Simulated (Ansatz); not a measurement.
Method: Ansatz 0.2.0, DFT PBE, scalar-relativistic, plane waves, PAW. Cutoff 420 eV, Γ-centred meshes of about 0.25 Å⁻¹ or finer for metals and 0.3 Å⁻¹ for insulators (2π included), Gaussian smearing. No spin polarisation.

All energies are static (0 K, no zero-point motion).

Two forms of Pd4Pt were relaxed alike.

A.

```
Pd Pt
1.0
    -3.24737    3.24737    1.94967
     3.24737   -3.24737    1.94967
     3.24737    3.24737   -1.94967
Pd Pt
4 1
Direct
  0.00000 0.29087 0.29087
  0.00000 0.70913 0.70913
  0.29087 0.00000 0.29087
  0.70913 0.00000 0.70913
  0.50000 0.50000 0.00000
```

B.

```
Pd Pt
1.0
     4.37105    0.00000    0.00000
    -2.18552    3.78544    0.00000
     0.00000    0.00000    5.31714
Pd Pt
4 1
Direct
  0.66667 0.33333 0.74644
  0.66667 0.33333 0.25356
  0.00000 0.00000 0.50000
  0.33333 0.66667 0.00000
  0.00000 0.00000 0.00000
```

Question: Which form is favoured at zero pressure, and by what margin per atom?

Answer: A is lower, by 37 meV/atom. A has space group I4/mmm (No. 139), 16.4 Å³/atom and no gap on its mesh; B has space group P-6m2 (No. 187), 17.6 Å³/atom and no gap. Counting all near atoms (those within 1.25 times the shortest distance at each site; a plus sign parts nearer from farther groups; a slash parts the counts of unlike sites), A has Pd 9, Pt 8 and B has Pd 8/3+6/11, Pt 11. The denser one is the lower, and pressure would at first widen the difference. Even the lower one lies +0.26 eV/atom against the reference forms of the elements (uncorrected), so neither is stable at this level. Both come from trial cells of a structure search, whose lowest cell (R-3m, 15.4 Å³/atom) lies 253 meV/atom below the lower of the two.

These runs have no spin–orbit coupling, which can matter for Pt. A magnetic state wasn't ruled out in cells without spin, among them P-6m2. Trial moments fell under 0.15 μB along the way in I4/mmm and P-6m2; another start might hold them. Cells relaxed within their symmetry can be saddle points. Some types were kept out of the candidates beforehand, so the set may lack a known form.
